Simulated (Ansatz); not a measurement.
Calculated O-17 nuclear quadrupole resonance for PbO2

Cell: a COD entry, ions relaxed with PBE at fixed cell.

```
Pb O
1.0
     4.95780    0.00000    0.00000
     0.00000    4.95780    0.00000
     0.00000    0.00000    3.38780
Pb O
2 4
Direct
  0.00000 0.00000 0.00000
  0.50000 0.50000 0.50000
  0.30670 0.30670 0.00000
  0.19330 0.80670 0.50000
  0.69330 0.69330 0.00000
  0.80670 0.19330 0.50000
```

Atom numbers follow the list; atoms alike are taken as one site, whose name carries the number of the first.

All values are calculated (Ansatz; DFT, r2SCAN, plane waves and PAW, scalar-relativistic, 500 eV cutoff, Γ-centred 5×5×7 k-points, Fermi–Dirac smearing 0.02 eV), not measured.

O-17: I = 5/2, Q = -25.58 mb (year-2017 value). Static lattice, zero field.

(1) Predict the zero-field O-17 lines of each site.

Results:

(1) For I = 5/2 and η = 0 the lines are 3|C_Q|/20 and twice that; η pulls their ratio below 2.

| site | atoms | V_zz (10²¹ V/m²) | C_Q (MHz) | η | line frequencies (MHz) |
| --- | --- | --- | --- | --- | --- |
| O | 3, 4, 5, 6 | -12.56 | 7.77 | 0.19 | 1.21, 2.31 |

At O V_zz stands upright on the plane through its three neighbours (within 1°).

Without spin–orbit coupling the gradients at and beside Pb can be off by some per cent, at some sites by more. With a gap of 0.14 eV under a smearing of 0.02 eV the band edges are partly filled, so small gradients can hang on the smearing and the k-mesh.

Hardware: 1 thread of Arm Neoverse V2 (aarch64; 28 cores open to the job, memory cap 3.0 GiB, no GPU), a shared host with a load of 1.0 a core. Wall time 15 s, CPU time 15 s, peak memory 0.56 GiB.
